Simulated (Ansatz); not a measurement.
BAs:
```
BAs
1.0
    6.53980     0.00000     0.00000
    0.00000     3.41305     0.00000
    0.00000     0.00000     5.68223
B As
4 4
Direct
  0.16103   0.25000   0.40152
  0.33897   0.75000   0.90152
  0.83897   0.75000   0.59848
  0.66103   0.25000   0.09848
  0.83553   0.25000   0.39163
  0.66447   0.75000   0.89163
  0.16447   0.75000   0.60837
  0.33553   0.25000   0.10837
```

Plane-wave PAW PBE+D3(BJ) (Ansatz code) gives a gap of 0.44 eV without spin–orbit coupling, maximum at Γ, minimum at U.

Problem. What happens when spin–orbit coupling is switched on?

Solution. The gap stays essentially unchanged, to 0.44 eV; maximum at Γ, minimum at U.

Problem. Give the hole effective mass with spin–orbit coupling.

Solution. 0.16, 0.47, 0.89 mₑ (principal values).

Space group Pnma. The start of the workflow was typed in or built on a structure type; neither database checked (COD, Materials Project) lists it. It is not the phase usual at ambient conditions (space group No. 216). Symmetry was held in the PBE+D3(BJ) relaxation; its stability against distortions is not shown here. The volume moved by 25 % from the start of the relaxation. Its formation energy is positive at this level, so the cell may be metastable or incomplete.

Potentials: the later of the program's two PAW sets.
